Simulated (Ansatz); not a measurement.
YGe:
```yaml
crystal:
  lattice:
    - [2.14219, -5.36573, 0.00000]
    - [2.14219, 5.36573, 0.00000]
    - [0.00000, 0.00000, 3.95484]
  atoms:
    - { symbol: Y, position: [0.13851, 0.86149, 0.75000] }
    - { symbol: Y, position: [0.86149, 0.13851, 0.25000] }
    - { symbol: Ge, position: [0.41528, 0.58472, 0.75000] }
    - { symbol: Ge, position: [0.58472, 0.41528, 0.25000] }
```

Relaxed with r²SCAN. Special points in fractions of this cell's reciprocal vectors: Γ (0.000, 0.000, 0.000); Y (-0.500, 0.500, 0.000); C0 (-0.290, 0.710, 0.000); Σ0 (0.290, 0.290, 0.000); Z (0.000, 0.000, 0.500); A0 (0.290, 0.290, 0.500); E0 (-0.290, 0.710, 0.500); T (-0.500, 0.500, 0.500); S (0.000, 0.500, 0.000); R (0.000, 0.500, 0.500).

**Question.** List the band energies nearest the Fermi level at these points for DFT-r²SCAN in the program Ansatz with PAW potentials.

**Answer.** In eV from the Fermi level; about four levels below and three above (degenerate sets whole), none deeper than 8.9 eV; points with the same levels are listed once.

```json
[
 {"k": "Γ", "below": "-3.11 -2.19 -1.45 -1.00", "above": "0.37 0.51 1.56"},
 {"k": "Y", "below": "-1.89 -1.71 -0.87 -0.78", "above": "1.44 1.81 2.00"},
 {"k": "C0", "below": "-4.70 -2.56 -2.40 -2.26", "above": "0.30 0.88 0.99"},
 {"k": "Z", "below": "-2.18 -2.18 -1.21 -1.21", "above": "3.00 3.00 3.94 3.94"},
 {"k": "A0", "below": "-2.36 -2.36 -0.27 -0.27", "above": "2.24 2.24 4.06 4.06"},
 {"k": "T", "below": "-1.77 -1.77 -0.14 -0.14", "above": "2.06 2.06 2.49 2.49"},
 {"k": "S", "below": "-4.60 -3.26 -2.39 -2.15", "above": "0.12 1.13 1.54"},
 {"k": "R", "below": "-2.44 -2.44 -0.61 -0.61", "above": "3.28 3.28 3.58 3.58"}
]
```

Space group Cmcm. The workflow started from a Materials Project entry (that database holds measured and hypothetical structures alike); the Crystallography Open Database copy checked does not list it. Whether it is the stable phase at ambient conditions was not checked. The cell was relaxed with r²SCAN under the symmetry of its start; whether a distortion lowers the energy is not shown. The run is not spin-polarised. Scalar-relativistic: spin–orbit coupling is off unless named, which matters more the heavier the elements.

Potentials: the later of the program's two PAW sets.
